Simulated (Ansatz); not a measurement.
The elements of this relaxed trial crystal are hidden behind letters.

```
lattice vectors (Å)
   6.5429    0.0000    0.0000
  -3.2715    5.6664    0.0000
   0.0000    0.0000    3.8343
fractional positions
X 0.0000 0.0000 0.5000
Z 0.3333 0.6667 0.5000
Z 0.6667 0.3333 0.5000
Q 0.3333 0.6667 0.0000
Q 0.0000 0.5000 0.5000
Q 0.5000 0.5000 0.5000
Q 0.5000 0.0000 0.5000
Q 0.6667 0.3333 0.0000
```

Computed with DFT PBE, scalar-relativistic, plane waves, PAW in Ansatz. The final run on the 8-atom cell used 420 eV, a Γ-centred 6×6×10 mesh, 0.10 eV smearing and collinear spin.

| Quantity | Value |
| --- | --- |
| Space group | P6/mmm (No. 191) |
| Conventional cell | a = 6.543 Å, c = 3.834 Å |
| Volume per atom | 17.77 Å³ |
| Density | 3.26 g/cm³ |
| Energy over the elements | −1.52 eV/atom |
| Gap on the 6×6×10 mesh of the 8-atom cell | 0 eV (a metal) |
| Net moment per atom | 0.00 μB |

Energies are uncorrected and count from the elements' standard states at the same level.

Task: X is an s-block element of period 2, Z is a d-block element of period 5 and Q is a p-block element of period 2. Which elements are they?

Result: X = Li, Z = Mo, Q = O, so the formula is LiMo2O5. Density times volume gives a mean mass of 3.26 × 17.77/1.6605 = 34.9 u per atom, and this set has 34.9 u. Around Li lie 6 O at 3.27 Å (long contacts); around Mo lie 5 O at 1.89–1.92 Å; around O on a site of symmetry -6m2 lie 2 Mo at 1.92 Å; 1 more site not described. Other sets within the hints have nearly the same mass, so mass alone doesn't settle it; this one was computed.

A structure relaxed within its symmetry needn't be a true minimum.
